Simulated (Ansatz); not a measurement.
**Cs₂NaBrF₆: relaxation (Ansatz)**

Launch command:

```bash
ansatz run input.yaml --threads 2 --pin off --max-ram 2560MiB --backend cpu --events-out ev --progress --plain --runs-dir out
```

input.yaml:

```yaml
crystal:
  lattice:
    - [0.0, 4.591383, 4.591383]
    - [4.591383, 0.0, 4.591383]
    - [4.591383, 4.591383, 0.0]
  atoms:
    - { symbol: F, position: [0.75, 0.25, 0.25] }
    - { symbol: F, position: [0.25, 0.75, 0.25] }
    - { symbol: F, position: [0.25, 0.75, 0.75] }
    - { symbol: F, position: [0.75, 0.25, 0.75] }
    - { symbol: F, position: [0.25, 0.25, 0.75] }
    - { symbol: F, position: [0.75, 0.75, 0.25] }
    - { symbol: Br, position: [0.0, 0.0, 0.0] }
    - { symbol: Cs, position: [0.25, 0.25, 0.25] }
    - { symbol: Cs, position: [0.75, 0.75, 0.75] }
    - { symbol: Na, position: [0.5, 0.5, 0.5] }
  symmetry: { tolerance: 0.0003 }
kpoints:
  mp_grid: { grid: [6, 6, 6], shift: [0, 0, 0] }
magnetization:
  spin_polarized: false
scf:
  occupations: { method: methfessel_paxton, width: 0.0385 }
  lower_state_search: "off"
hamiltonian:
  pseudopotentials: { kind: paw }
  xc: pbesol
basis:
  ecutwfc: 420
  fft_grid_basis: typed
relax:
  max_steps: 60
  f_tol: 0.03
output:
  forces: true
  stress: true
  eigenvalues: true
  bader: true
  populations: true
  elf: true
  write_potential: true
  volumetric_format: npy
  dos:
    e_range: [-12, 8]
    de: 0.05
    projected: { site_lists: { Br: [Br], Cs: [Cs], F: [F], Na: [Na] } }
checkpoint:
  read: saved_state
```

Origin of the cell: a known structure type with other elements, at an estimated volume, so it need not be a known compound.

The saved state is a converged single point of the same cell.

Excerpt of the output:

```
Warning: output.stress: scf.convergence.dr2_threshold = 1e-7 eV (the SCF's general default) is looser than the 1e-9 eV advised for a printed stress (1e-10 eV for each atom of the cell: 10). W […]
Pseudopotentials: kind: paw
Pseudopotential: F, paw, valence charge 7, recommended cutoff 420 eV (normal), F.paw.azcp
Pseudopotential: Br, paw, valence charge 7, recommended cutoff 420 eV (normal), Br.paw.azcp
Pseudopotential: Cs, paw, valence charge 9, recommended cutoff 420 eV (normal), Cs.paw.azcp
Pseudopotential: Na, paw, valence charge 9, recommended cutoff 420 eV (normal), Na.paw.azcp
Functional definition: PBEsol
  exchange = pbesol_x
  correlation = pbesol_c
Crystal: 10 atoms, lattice volume = 193.580 Å³
Basis set: ecut = 420 eV, 3767 PW (Γ), exchange–correlation on 90×90×90 points (8 copies of the dense FFT grid, shifted against one another)
Bands: 48, of which v1, the nominal top of the filled ones, is band 38 counted from 1 (37 counted from 0)
Symmetry: 48 space group operations
[… 15 lines left out …]
Initial density: read from a saved state, or passed on in memory by an earlier SCF of this step, an earlier step, the calling program or the single point that the run made first
Functional: x = pbesol(κ = 0.804, μ = 0.123457), c = pbesol(β = 0.046)
SCF iter   1: F=—  HF=-20187.927691 eV  Δρ=1.22e-3  dr2=3.85e-4
SCF iter   2: F=—  HF=-20187.931933 eV  S|Δr|=    0.00e0  Δρ=2.27e-4  dr2=1.15e-4
SCF iter   3: F=—  HF=-20187.931936 eV  S|Δr|=    0.00e0  Δρ=1.26e-4  dr2=5.21e-5
SCF iter   4: F=—  HF=-20187.932007 eV  S|Δr|=    0.00e0  Δρ=1.06e-4  dr2=4.07e-5
SCF iter   5: F=—  HF=-20187.932002 eV  S|Δr|=    0.00e0  Δρ=6.74e-5  dr2=1.10e-5
SCF iter   6: F=—  HF=-20187.932000 eV  S|Δr|=    0.00e0  Δρ=2.72e-5  dr2=1.47e-6
SCF iter   7: F=—  HF=-20187.932000 eV  S|Δr|=    0.00e0  Δρ=9.03e-6  dr2=1.36e-7
SCF iter   8: F=-20187.932000 eV  HF=-20187.932000 eV  S|Δr|=    0.00e0  Δρ=1.71e-6  dr2=2.57e-9
relax step   1: F+E_penalty+E_count = -20187.932000 eV  Δ(F+E_penalty+E_count) = +0.000e0 eV  max|allowed force component| = 5.881e-1 eV/Å  Δτ_max = 0.0000 Å  (8 SCF iters, accepted)
relax step   2: F+E_penalty+E_count = -20188.058721 eV  Δ(F+E_penalty+E_count) = -1.267e-1 eV  max|allowed force component| = 2.388e-1 eV/Å  Δτ_max = 0.0506 Å  (6 SCF iters, dr2 threshold 2.16e-5 eV, accepted)
relax step   3: F+E_penalty+E_count = -20188.080592 eV  Δ(F+E_penalty+E_count) = -2.187e-2 eV  max|allowed force component| = 3.191e-2 eV/Å  Δτ_max = 0.0344 Å  (7 SCF iters, dr2 threshold 3.56e-6 eV, accepted)
relax step   4: F+E_penalty+E_count = -20188.080959 eV  Δ(F+E_penalty+E_count) = -3.673e-4 eV  max|allowed force component| = 5.941e-4 eV/Å  Δτ_max = 0.0038 Å  (6 SCF iters, accepted)
SCF 4 converged in 6 iterations: F = -20188.080959 eV  dr2 = 2.36e-8
SCF converged after 6 iterations
Stability not checked: this state was not tested for a lower state beside it, because cold or Methfessel-Paxton smearing, or corrected tetrahedra, fill the levels in a way that the test cannot read (fill_not_monotonic; […]
Free energy (F): -20188.080959 eV
Harris-Foulkes:  -20188.080959 eV  (|F-HF|=8.61e-9)
Internal energy: -20188.082056 eV  (E = F + TS)
E sigma→0 (E₀):  -20188.081233 eV
Entropy (-TS):   0.001097 eV (0.110 meV/atom)
Fermi energy:    3.889149 eV
--- Per-component energies (eV) ---
  E_band       = -529.558058
  E_kinetic    = 1762.222546
  E_local      = -5810.933966  (includes V_loc(G=0)·N_el)
  E_nonlocal   = 690.935253
  E_hartree    = 2160.823196
  E_xc         = -1112.140494
  E_vxc        = -1008.124546  (∫ρ·V_xc dr)
  E_paw        = -13582.515391  (= ΣΔE_a)
  E_vpaw       = -485.307404  (= ΣTr[D̂ρ^β])
  E_aug_tail   = 0.012311  (compensation charges beyond the density's cutoff)
  E_ewald      = -4297.175450
  E_core_change = 0.689940  (= ΣΔE_core)
  E_smearing   = 0.001097  (= −TS)
  Σ components = -20188.080959   (vs F -20188.080959, Δ=0.00e0)
--- Forces (eV/Å), atoms counted from 1 ---
  atom   1  F      0.000594     0.000000     0.000000
  atom   2  F     -0.000000     0.000594    -0.000000
  atom   3  F     -0.000594    -0.000000    -0.000000
  atom   4  F      0.000000    -0.000594     0.000000
  atom   5  F     -0.000000     0.000000     0.000594
  atom   6  F     -0.000000    -0.000000    -0.000594
  atom   7  Br     0.000000     0.000000    -0.000000
  atom   8  Cs    -0.000000    -0.000000     0.000000
  atom   9  Cs     0.000000     0.000000    -0.000000
  atom  10  Na     0.000000    -0.000000     0.000000
  max |Σ_I F_I| component: 1.15e-17 eV/Å
--- Stress (GPa, compression-positive) ---
       -2.017104      -0.000000      -0.000000
        0.000000      -2.017104      -0.000000
       -0.000000       0.000000      -2.017104
  P = ⅓ Tr σ = -2.0171 GPa (-20.171 kbar)
--- Relaxed structure (4 steps of the walk, 4 accepted, 0 SCFs on fresh bases) ---
  F+E_penalty+E_count = -20188.080959 eV   max|allowed force component| = 5.941e-4 eV/Å
  atoms:
    - { symbol: F, position: [0.758838, 0.241162, 0.241162] }
    - { symbol: F, position: [0.241162, 0.758838, 0.241162] }
    - { symbol: F, position: [0.241162, 0.758838, 0.758838] }
    - { symbol: F, position: [0.758838, 0.241162, 0.758838] }
    - { symbol: F, position: [0.241162, 0.241162, 0.758838] }
    - { symbol: F, position: [0.758838, 0.758838, 0.241162] }
    - { symbol: Br, position: [-1.511e-19, 1.511e-19, -1.511e-19] }
    - { symbol: Cs, position: [0.25, 0.25, 0.25] }
    - { symbol: Cs, position: [0.75, 0.75, 0.75] }
    - { symbol: Na, position: [0.5, 0.5, 0.5] }
--- Löwdin populations: 10 sites ---
  site symbol       q [e]
     0      F      7.5576
     1      F      7.5576
     2      F      7.5576
     3      F      7.5576
     4      F      7.5576
     5      F      7.5576
     6     Br      5.7820
     7     Cs      8.1406
     8     Cs      8.1406
     9     Na      8.2640
  spilling = 0.004309 (of n_electrons = 76.000000)
--- Bader charges: 10 sites ---
  site symbol  charge [e]  shift [e]
     0      F     -0.6486     0.0002
     1      F     -0.6486     0.0002
     2      F     -0.6486     0.0002
     3      F     -0.6486     0.0002
     4      F     -0.6486     0.0002
     5      F     -0.6486     0.0002
     6     Br      1.1899     0.0009
     7     Cs      0.9057     0.0000
     8     Cs      0.9057     0.0000
     9     Na      0.8904     0.0005
  estimated error of the sums over rays = 3.8e-4 e
```

Before:

Space group Fm-3m (No. 225); the run's cell has a = 6.493 Å, b = 6.493 Å, c = 6.493 Å, α = 60.00°, β = 60.00°, γ = 60.00°. Shortest distances: Br–F 2.30 Å, F–Na 2.30 Å, F–F 3.25 Å, Cs–F 3.25 Å.

The relaxed structure.

Space group Fm-3m (No. 225); the run's cell has a = 6.493 Å, b = 6.493 Å, c = 6.493 Å, α = 60.00°, β = 60.00°, γ = 60.00°. Shortest distances: Br–F 2.21 Å, F–Na 2.38 Å, F–F 3.13 Å, Cs–F 3.25 Å.

- Free energy lowered by: 14.9 meV/atom
- Final pressure: -2.02 GPa
- Relaxation steps listed: 4
- Gap on the mesh: none (metal)

Caveats: no spin, though holes on the anions or broken bonds may carry moments; the SCF threshold is looser than advised for a stress; the relaxation held the start's symmetry, so the end may be a saddle point.

Time: 33 s on 2 threads of AMD EPYC 9R45 96-Core Processor (Zen 5), on a shared host, peak memory 0.63 GiB, from a saved density.
